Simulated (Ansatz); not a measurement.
The elements of this relaxed trial crystal are hidden behind letters.

```
lattice vectors (Å)
   3.3077    0.0000    0.0000
   0.0000    3.3077    0.0000
   0.0000    0.0000    9.3305
fractional positions
X 0.0000 0.0000 0.0000
Z 0.5000 0.5000 0.2433
Z 0.0000 0.0000 0.5000
Z 0.5000 0.5000 0.7567
Q 0.0000 0.0000 0.2322
Q 0.5000 0.5000 0.5000
Q 0.0000 0.0000 0.7678
Q 0.5000 0.5000 0.0000
```

Level of theory: DFT PBE, scalar-relativistic, plane waves, PAW (Ansatz 0.2.0). Cutoff 420 eV, Γ-centred 12×12×4 mesh (8-atom cell), Gaussian smearing of 0.10 eV, no spin polarisation.

```
Space group                                : P4/mmm (No. 123)
Conventional cell                          : a = 3.308 Å, c = 9.330 Å
Volume per atom                            : 12.76 Å³
Density                                    : 6.92 g/cm³
Formation energy                           : −1.36 eV/atom
Gap on the 12×12×4 mesh of the 8-atom cell : 0 eV (the bands overlap slightly)
```

Energies are uncorrected and count from the elements' standard states at the same level.

Task: X is an s-block element of period 3, Z is a d-block element of period 5 and Q is a p-block element of period 2. Which elements are they?

Result: X = Mg, Z = Cd, Q = O, so the formula is MgCd3O4. Density times volume gives a mean mass of 6.92 × 12.76/1.6605 = 53.2 u per atom, and this set has 53.2 u. Among the elements that the hints allow, noble gases aside, only these give it. Around Mg lie 2 O at 2.17 Å and 4 O at 2.34 Å; Cd on a site of symmetry 4mm has 6 O at 2.27–2.40 Å; around O on a site of symmetry 4mm lie 1 Mg at 2.17 Å, 4 Cd at 2.34 Å and 1 Cd at 2.50 Å; 3 more sites not described.

The zero gap may come from the functional, which often closes small gaps. Symmetry constrained the relaxation, so the result can be a saddle point.
